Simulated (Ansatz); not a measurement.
Here is the system:

V:
Space group Im-3m (No. 229); a = b = c = 2.9583 Å, α = β = γ = 90.00°

```json
[
 {"atom": "V", "site": "2a", "symmetry": "m-3m", "x": "0.0000", "y": "0.0000", "z": "0.0000"}
]
```
(The calculation used a cell of 1 atom; values per cell refer to that cell.)

This is the PBEsol-relaxed structure.

Question: All from plane-wave PAW PBEsol (Ansatz code), unless another level is named. Give the Poisson's ratio.

Answer: 0.41.

Question: And the elastic constants (relaxed ions, GPa)?

Answer: C11 = 293, C12 = 150, C44 = 21.6.

The cell was relaxed with PBEsol under the symmetry of its start. The run is not spin-polarised. As this level gives no gap, shear constants depend on the k-mesh and smearing (Fermi–Dirac, 0.1 eV here). On the denser mesh and wider smearing of the elastic run this cell carries a stress of 0.4 GPa.

Potentials: the earlier of the program's two PAW sets.
